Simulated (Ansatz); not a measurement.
AlAs:
```
CELL_PARAMETERS angstrom
      7.04419     0.00000     0.00000
      0.00000     7.04419     0.00000
      0.00000     0.00000     7.04419
ATOMIC_POSITIONS crystal
  Al 0.25000 0.00000 0.50000
  Al 0.50000 0.25000 0.00000
  Al 0.50000 0.75000 0.00000
  Al 0.75000 0.00000 0.50000
  Al 0.00000 0.50000 0.75000
  Al 0.00000 0.50000 0.25000
  As 0.25000 0.50000 0.00000
  As 0.00000 0.25000 0.50000
  As 0.00000 0.75000 0.50000
  As 0.75000 0.50000 0.00000
  As 0.50000 0.00000 0.75000
  As 0.50000 0.00000 0.25000
```

Relaxed with PBE. Special points in fractions of this cell's reciprocal vectors: Γ (0.000, 0.000, 0.000); X (0.000, 0.500, 0.000); M (0.500, 0.500, 0.000); R (0.500, 0.500, 0.500).

**Question.** List the band energies nearest the valence-band maximum at these points for plane-wave PAW PBE (Ansatz code).

**Answer.** In eV from the valence-band maximum; about four levels below and three above (degenerate sets whole), none deeper than 8.9 eV; points with the same levels are listed once.

| k | below | above |
|---|---|---|
| Γ | -1.37 -1.37 -1.37 0.00 0.00 0.00 | 1.44 1.44 1.44 |
| X | -0.81 -0.81 -0.21 -0.21 | 1.36 1.36 3.00 3.00 |
| M | -1.02 -1.02 -0.72 -0.24 | 2.19 2.19 2.57 |
| R | -1.42 -1.42 -1.42 -1.42 | 3.23 3.23 3.23 3.23 3.23 3.23 |

Space group Pm-3n. The start of the workflow was typed in or built on a structure type; neither database checked (COD, Materials Project) lists it. It is not the phase usual at ambient conditions (space group No. 216). Symmetry was held in the PBE relaxation; whether a distortion lowers the energy is not shown. The volume moved by 26 % from the start of the relaxation. Scalar-relativistic: spin–orbit coupling is off unless named, which matters more the heavier the elements.

Potentials: the earlier of the program's two PAW sets.
